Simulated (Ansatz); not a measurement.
**An elastic constant from a strain scan in Si**

Computed with DFT LDA, scalar-relativistic, plane waves, PAW in Ansatz 0.2.0. Cutoff 420 eV, Γ-centred 10×10×10 k-points, Gaussian smearing of 0.03 eV. No spin polarisation. Energies are free energies at this smearing, counted from the undisturbed cell; pressure is positive in compression.

The undisturbed cell (relaxed at this level; this form isn't the usual structure):

```
CELL_PARAMETERS angstrom
-3.30127 3.30127 1.90836
3.30127 -3.30127 1.90836
3.30127 3.30127 -1.90836
ATOMIC_POSITIONS crystal
Si 0.17884 0.17884 0.35769
Si 0.82116 0.82116 0.64231
Si 0.17884 0.82116 0.00000
Si 0.82116 0.17884 0.00000
```

The cell is strained by ε times the Voigt pattern (0, 0, 1, 0, 0, 0) (xx, yy, zz, yz, xz, xy; engineering shear) with fractional coordinates fixed. The cell holds 4 atoms in V0 = 83.19 Å³. The stress column is τ = (1/V0) dE/dε, got from the stress tensor σ (compression positive) at each point as −det(1 + εP) σ : P(1 + εP)⁻¹, with P the pattern as a tensor.

| ε | ΔE (meV/atom) | τ (GPa) |
| --- | --- | --- |
| -0.1000 | 176.917 | -30.184 |
| -0.0750 | 94.326 | -21.003 |
| -0.0500 | 39.538 | -12.918 |
| -0.0250 | 9.278 | -5.916 |
| 0.0000 | 0.000 | 0.034 |
| 0.0250 | 8.459 | 5.013 |
| 0.0500 | 31.473 | 9.028 |
| 0.0750 | 66.452 | 12.411 |
| 0.0875 | 87.733 | 13.786 |
| 0.1000 | ? | ? |

**Question.** Which combination of elastic constants does this scan measure, and how large is it?

**Answer.** For small ε, τ = τ0 + Kε with K = pᵀCp, which for this pattern is C33 in the Cartesian frame shown. The parabola through τ at ε = -0.0250, 0 and 0.0250 has slope K = 219 GPa at zero. The energies per cell, E = NΔE, of the same two points give K = 2[E(ε₊)/ε₊ − E(ε₋)/ε₋]/[(ε₊ − ε₋)V0] = 219 GPa, in agreement. These are clamped-ion values.

**Question.** Predict the withheld row at ε = 0.1000 from the harmonic law, and compare.

**Answer.** ΔE = V0(τ0 ε + Kε²/2)/N = 142.301 meV/atom and τ = 21.89 GPa. The calculation gives 111.169 meV/atom and 15.08 GPa: the energy lies 22 % below the harmonic value, as bonds soften when stretched.

Forces appear on the atoms along this scan, and letting them relax would lower the energy and soften the response. The gap closes along the scan, which can put kinks into the curve.